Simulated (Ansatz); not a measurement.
# Elastic constants of W at 15 GPa (stress–strain coefficients): input and output

The calculation used Ansatz, DFT LDA, scalar-relativistic, plane waves, PAW.

Launched with:
```bash
ansatz run input.yaml --threads 1 --pin off --max-ram 3072MiB --backend cpu --events-out ev --progress --plain --runs-dir out
```

Input (bare energies are in eV):
```yaml
crystal:
  lattice:
    - [0.0, 1.9579366131, 1.9579366131]
    - [1.9579366131, 0.0, 1.9579366131]
    - [1.9579366131, 1.9579366131, 0.0]
  atoms:
    - { symbol: W, position: [0.0, 0.0, 0.0] }
basis:
  ecutwfc: 420
kpoints:
  mp_grid: { grid: [20, 20, 20] }
hamiltonian:
  xc: lda
scf:
  occupations: { method: fermi_dirac, width: 0.15 }
output:
  forces: true
  stress: true
  eigenvalues: true
elastic:
  mode: relaxed_ion
  amplitude: 0.005
```

From the output:
```
--- Elastic constants: 2 strain directions × 4 members + reference (group order 48) ---
  dense FFT box of the reference and of every strained cell: 20×20×20
  strains applied: 11, 23; error gains: componentwise 1.00 (the most a stress slope's error grows in a printed constant), spectral 1.73 (1 for all six strains in a standard setting)
  C = ∂σ_k/∂η_j (tension-positive GPa; Voigt order 11 22 33 23 13 12):
       175.717    463.425    463.425      0.000     -0.000      0.000
       463.425    175.717    463.425      0.000      0.000     -0.000
       463.425    463.425    175.717     -0.000      0.000      0.000
         0.000     -0.000     -0.000    -58.357     -0.000      0.000
        -0.000      0.000      0.000      0.000    -58.357      0.000
        -0.000      0.000      0.000      0.000      0.000    -58.357
  reference stress σ⁰ (GPa):    -15.014    -15.014    -15.014     -0.000     -0.000     -0.000
  C* (energy form; C + prestress term) asymmetry max|C*_kj − C*_jk| = 1.137e-13 GPa — a small one proves nothing (zero by symmetry where the batch's group is 432, −43m or m−3m); a large one is finite-difference/SCF noise where every solve ...
  moduli (Voigt/Reuss/Hill, GPa): K = 367.52/367.52/367.52   G = -92.56/-76.56/-84.56   E = -274.74   ν = 0.625
  mechanically stable: NO (min eigenvalue of sym C = -287.71 GPa)
  strain η (Voigt 11):  stress-route row diagonal C_11 = 175.72 GPa, energy-path curvature d²(F+E_count+ΔE)/dδ²/Ω₀ = 175.67 GPa
    cells at ±δ against ±2δ: C11 176.04 and 177.02 GPa, apart by 0.21 % of the column's largest entry
         δ    σ_11 (GPa) F (eV) n_scf n_hpsi n_pw
    -1.000e-2     -16.7848      -10129.3483548       7  123071    303   relax 0 steps, max|allowed force component| 0.00e0 eV/Å
    -5.000e-3     -15.8946      -10129.3560098       4  109573    304   relax 0 steps, max|allowed force component| 0.00e0 eV/Å
     5.000e-3     -14.1342      -10129.3700778       4  108227    306   relax 0 steps, max|allowed force component| 0.00e0 eV/Å
     1.000e-2     -13.2443      -10129.3764906       6  110087    308   relax 0 steps, max|allowed force component| 0.00e0 eV/Å
  strain η (Voigt 23):  stress-route row diagonal C_44 = -58.36 GPa, energy-path curvature d²(F+E_count+ΔE)/dδ²/Ω₀ = -50.90 GPa
    cells at ±δ against ±2δ: C44 -58.09 and -57.30 GPa, apart by 1.35 % of the column's largest entry
         δ    σ_23 (GPa) F (eV) n_scf n_hpsi n_pw
    -1.000e-2       0.5730      -10129.3634850       8  235287    305   relax 0 steps, max|allowed force component| 0.00e0 eV/Å
    -5.000e-3       0.2905      -10129.3633089       4  194298    305   relax 0 steps, max|allowed force component| 0.00e0 eV/Å
     5.000e-3      -0.2905      -10129.3633089       4  192184    305   relax 0 steps, max|allowed force component| 0.00e0 eV/Å
     1.000e-2      -0.5730      -10129.3634850       6  202214    305   relax 0 steps, max|allowed force component| 0.00e0 eV/Å
```

Time: 4.1 min on 1 thread of Intel(R) Xeon(R) Processor @ 2.50GHz (Skylake/Cascade Lake), with other jobs on the host, peak memory 0.51 GiB.

In a metal, frequencies and elastic constants depend on the k mesh and the smearing, soft modes and shear constants most. Spin–orbit coupling is left out, which can shift energies with elements as heavy as these. Other phases may be more stable at this pressure.

As the tensor has a negative eigenvalue, the Reuss and Hill moduli of a polycrystal, and E and ν formed from them, have no physical meaning here.

This fcc form isn't the element's structure at ambient conditions.